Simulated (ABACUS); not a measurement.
A self-consistent single point of Bi₂Se₃ (R-3m, 5 atoms in the cell; from Materials Project mp-541837, changed as shown).

```
CELL_PARAMETERS angstrom
      2.08867     1.20590     9.94286
     -2.08867     1.20590     9.94286
      0.00000    -2.41179     9.94286
ATOMIC_POSITIONS crystal
  Bi 0.39844 0.39844 0.39844
  Bi 0.60156 0.60156 0.60156
  Se 0.00000 0.00000 0.00000
  Se 0.21572 0.21572 0.21572
  Se 0.78428 0.78428 0.78428
```

Level of theory: PBEsol, PseudoDojo 0.4 standard norm-conserving PBEsol (tails mended) pseudopotentials (plane waves; ABACUS).

ABACUS settings:

| key | value |
|---|---|
| KPT | Gamma 3 3 3 0 0 0 |
| basis_type | pw |
| ecutwfc | 86 Ry |
| smearing_method | fd |
| smearing_sigma | 0.00146997 Ry |
| potentials | PseudoDojo 0.4 standard norm-conserving PBEsol (tails mended) |
| symmetry | 1 |
| ks_solver | dav_subspace |
| scf_nmax | 100 |
| scf_thr | 1.0e-09 Ry |
| mixing_type | pulay |
| mixing_beta | 0.4 |

Results:

```
Item                                                       Result
------------------------------------------------  ---------------
Number of valence electrons                                    78
Number of bands                                                49
Number of k-points after the program's reduction                6
Number of plane waves (most at a k-point)                   13687
Number of SCF iterations                                       10
FFT grid                                          120 × 120 × 120
Free energy E − TS                                 -14333.7647 eV
Pressure                                                -2.13 GPa
Largest force (vector length)                          0.276 eV/Å
```

Forces (eV/Å):
| atom | Fx | Fy | Fz |
|---|---|---|---|
| Bi1 | 0.000 | 0.000 | 0.086 |
| Bi2 | 0.000 | 0.000 | -0.086 |
| Se3 | 0.000 | 0.000 | 0.000 |
| Se4 | 0.000 | 0.000 | 0.276 |
| Se5 | 0.000 | 0.000 | -0.276 |

Stress (GPa, positive for compression):
```
-1.83   0.00   0.00
 0.00  -1.83   0.00
 0.00   0.00  -2.72
```

For comparison: a first run was changed to give this one (volume scaled by 0.99), and from it to this one the free energy falls by 4.5 meV/atom, the pressure goes from -2.64 to -2.13 GPa and the largest force goes from 0.345 to 0.276 eV/Å.

Spin-orbit coupling is left out, which matters for bands and gaps with elements this heavy. The structure comes from a collection of computed structures, made at another level of theory; the collection holds predicted forms beside known ones.

Cost on one core: about 6 core-minutes (a rough figure).

“Tails mended”: in these copies of the files the far tail of each local potential was reset to the Coulomb form.
